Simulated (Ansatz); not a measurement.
**K: strain energy, fitted**

K, Im-3m, a = 5.236 Å. Ansatz: PBEsol, PAW, 420 eV, Γ-centred 10×10×10 mesh on 2 atoms, Gaussian smearing 0.10 eV; no spin polarisation. Series: strain along c alone, the other axes held, atoms fixed by symmetry; x is the strain in per cent. y is the free energy over the unstrained cell, V0 = 71.774 Å³/atom.

```tsv
x (%)	y (meV/atom)
-4.5	?
-3.0	0.16
-1.5	-0.12
0.0	0.00
1.5	0.48
3.0	1.28
4.5	2.38
```

Q: Fit y = c2 x² + c3 x³ to the other rows, turn c2 into a modulus, and predict the missing energy.

A: Least squares on the rows shown. y = 0.06396 x² + 0.01340 x³. In eV per unit strain² c2 is 0.6396; this is C33 with relaxed ions (E = ½ C33 V0 ε²): 2 × 0.6396 × 160.2 / (71.774) = 2.9 GPa. Energies this small carry numerical noise of a few hundredths of a meV. The unstrained cell keeps some stress along the strain, worth a slope of 0.20 meV/atom per %, which the form leaves out. With a term in x⁴ added, the coefficient of x² becomes 0.1207, 89 % more, which shows how far this figure hangs on the form. At x = -4.5 the fit asked for gives 0.07 meV/atom. The run gave 0.88 meV/atom, so the fit is 0.81 meV/atom too low, 32 % of the span of the series, against an rms of 0.23 meV/atom on the fitted rows. The row lies outside the fitted range. With a term in x⁴ added, a fit to the same known rows predicts -1.48 meV/atom, further off still.